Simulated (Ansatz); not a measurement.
The cell is COD entry 9009001, as deposited and not checked against the literature; nothing was relaxed. The listed cell was then made from it by scaling, straining or moving an atom.

An input for In2Au: DFT, LDA, all-electron LAPW, scalar-relativistic (Ansatz 0.2.0).

Command: `ansatz run input.yaml --threads 1 --pin off --max-ram 4096MiB --backend cpu --events-out ev --progress --plain --runs-dir out` The run took 2.1 min on 1 thread of Arm Neoverse V1 (shared host), peak memory 0.94 GiB.

```yaml
crystal:
  lattice:
    - [0.0, 3.251, 3.31602]
    - [3.251, 0.0, 3.31602]
    - [3.251, 3.251, 0.0]
  atoms:
    - { symbol: In, position: [0.25, 0.25, 0.25] }
    - { symbol: In, position: [0.75, 0.75, 0.75] }
    - { symbol: Au, position: [0.0, 0.0, 0.0] }
kpoints:
  mp_grid: { grid: [10, 10, 10] }
  band_path:
    path:
      - [0.0, 0.0, 0.0]
      - [0.0, 0.5, 0.5]
      - [0.25, 0.75, 0.5]
      - [0.0, 0.5, 0.0]
      - [0.0, 0.0, 0.0]
      - [0.5, 0.5, 0.0]
      - [0.3701460977, 0.6298539023, 0.0]
      - [-0.3701460977, 0.3701460977, 0.0]
      - [0.0, 0.0, 0.0]
    npoints: 5
scf:
  occupations: { method: fermi_dirac, width: 0.05 }
hamiltonian:
  xc: lda
  pseudopotentials: { kind: all_electron, lapw: { basis_error: 0.0005 } }
output:
  forces: true
  stress: true
  eigenvalues: true
```

Set-up and iterations as logged by Ansatz (the results part is left out, to be predicted):

```
LAPW: plane waves up to 8.478 Å⁻¹, error target 5.0e-4 eV per atom; small_component_spin mean_spin; In in spheres of 1.410 Å, 21 of its electrons in bands, Dirac shells []; Au in spheres of 1.425 Å, 43 of its electrons in bands, Dirac shells []
Engine: ansatz 0.2.0
Pseudopotentials: kind: all_electron
Pseudopotential: In, LAPW, valence charge 21, Koelling and Harmon's equation, gaussian nucleus
Pseudopotential: Au, LAPW, valence charge 43, Koelling and Harmon's equation, gaussian nucleus
Functional definition: SPW92
  exchange = slater_x
  correlation = pw_c
Crystal: 3 atoms, lattice volume = 70.094 Å³
Basis set: ecut = 273.821603959678 eV, 725 PW (Γ), FFT grids on a1−a2, a2, a3, exchange–correlation at level 2
Bands: 51, of which v1, the nominal top of the filled ones, is band 43 counted from 1 (42 counted from 0)
Symmetry: 16 space group operations
Space group: I4/mmm (ITA 139), of the structure as read, at distance tolerance 4.1e-5 Å
k-points: 102 of 1000
Non-local potential: In, projectors of the file, none
Non-local potential: Au, projectors of the file, none
Initial density: superposition of atomic densities (chi_scale 0.1, normalization cell, long waves kept (reshape's long-wave potential 0.00 eV rms))
Initial wavefunctions: plane waves of lowest kinetic energy (no species holds an atomic orbital)
Functional: x = slater, c = lda
iter 1 solved again at ethr=3.54e-4 eV; its pass at ethr=1.00e-1 eV (dr2=3.01e-1 eV) is discarded
SCF iter   1: F=—  HF=-836753.119880 eV  |F-HF|=—  |Δ(HF+E_count)|=         —  Δρ=2.27e-2  dr2=3.02e-1  ethr=3.54e-4  ⟨swp⟩=2.7  Hψ=32614  notcnv=0
SCF iter   2: F=—  HF=-836753.119829 eV  |F-HF|=—  |Δ(HF+E_count)|=   5.13e-5  Δρ=6.88e-3  dr2=5.20e-2  ethr=3.54e-4  ⟨swp⟩=3.0  Hψ=16584  notcnv=0
iter 3 solved again at ethr=4.87e-6 eV; its pass at ethr=6.11e-5 eV (dr2=4.14e-3 eV) is discarded
SCF iter   3: F=—  HF=-836752.425865 eV  |F-HF|=—  |Δ(HF+E_count)|=   6.94e-1  Δρ=2.75e-3  dr2=4.14e-3  ethr=4.87e-6  ⟨swp⟩=2.0  Hψ=27315  notcnv=0
SCF iter   4: F=—  HF=-836752.412895 eV  |F-HF|=—  |Δ(HF+E_count)|=         —  Δρ=1.29e-3  dr2=9.40e-4  ethr=4.87e-6  ⟨swp⟩=2.0  Hψ=14962  notcnv=0
the basis was enlarged: its passes take 104.3 KiB over the memory plan, 1 of 1 planned eigensolver slots
SCF iter   5: F=—  HF=-836752.412835 eV  |F-HF|=—  |Δ(HF+E_count)|=   6.02e-5  Δρ=3.54e-4  dr2=6.41e-5  ethr=1.11e-6  ⟨swp⟩=2.0  Hψ=14962  notcnv=0
SCF iter   6: F=—  HF=-836752.412855 eV  |F-HF|=—  |Δ(HF+E_count)|=   2.09e-5  Δρ=4.14e-5  dr2=8.09e-7  ethr=7.54e-8  ⟨swp⟩=2.0  Hψ=14962  notcnv=0
SCF iter   7: F=—  HF=-836752.412856 eV  |F-HF|=—  |Δ(HF+E_count)|=   4.60e-7  Δρ=6.56e-6  dr2=3.18e-8  ethr=9.52e-10  ⟨swp⟩=2.0  Hψ=14962  notcnv=0
SCF iter   8: F=-836752.412856 eV  HF=-836752.412856 eV  |F-HF|=4.66e-10  |Δ(HF+E_count)|=   3.06e-7  Δρ=2.45e-6  dr2=3.16e-9  ethr=3.75e-11  ⟨swp⟩=3.0  Hψ=15579  notcnv=0
```

**Question.** What pressure will this run report?

**Answer.** -2.58 GPa (positive in compression).

**Question.** Is there a band gap?

**Answer.** none: with an odd electron count and no spin polarisation the bands can't all be full, a metal in this set-up (in compounds, spin order or a distortion in a larger cell can open a gap).
